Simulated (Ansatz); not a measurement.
The start is a generated trial cell of Mg in the beta-W structure type. A full variable-cell relaxation at zero pressure is run with PBEsol (plane waves to 420 eV, PAW, scalar-relativistic; Ansatz, an electronic-structure program). The first steps use a coarse 6×6×6 k-mesh.

Starting cell:
```
Mg
1.0
    5.74686     0.00000     0.00000
    0.00000     5.74686     0.00000
    0.00000     0.00000     5.74686
Mg
8
Cartesian
  1.43671   0.00000   2.87343
  4.31015   0.00000   2.87343
  0.00000   2.87343   1.43671
  0.00000   2.87343   4.31015
  2.87343   1.43671   0.00000
  2.87343   4.31015   0.00000
  0.00000   0.00000   0.00000
  2.87343   2.87343   2.87343
```

Task: How much energy is released per atom?

Result: Under 0.01 eV/atom.

Task: How does the volume per atom move from start to end?

Result: -3.1 %, from 23.72 to 22.99 Å³/atom.

Task: How do the shortest distances between atoms change?

Result: The closest pairs of elements (up to four, under 3.6 Å), start → end: Mg–Mg 2.87 → 2.84 Å.

Task: Is the relaxed structure metallic? Give its gap.

Result: No gap (metallic).

Task: What does it relax into? Give the structure.

Result: 
Space group Pm-3n (No. 223); a = 5.6873 Å, b = 5.6873 Å, c = 5.6873 Å, α = 90.00°, β = 90.00°, γ = 90.00°

| atom | site | symmetry | x | y | z |
|---|---|---|---|---|---|
| Mg | 6c | -4m.2 | 0.0000 | 0.5000 | 0.2500 |
| Mg | 2a | m-3. | 0.0000 | 0.0000 | 0.0000 |

The space group stays Pm-3n (No. 223) (the run could not lower it), with 8 atoms in the primitive cell. Final values are on a 8×8×8 k-mesh of the relaxed cell. No spin polarisation in the result.

The run could not lose the symmetry of its start; a randomly shaken copy of 8 atoms returns to this structure.

All atoms sit on sites fixed by symmetry, so only the cell could relax.

The relaxed structure here is a generated cell of Mg: the first start was made by placing the elements on the sites of a structure type, and the end was not matched to a known phase here, so it may be hypothetical. Known forms of Mg include space group No. 194.
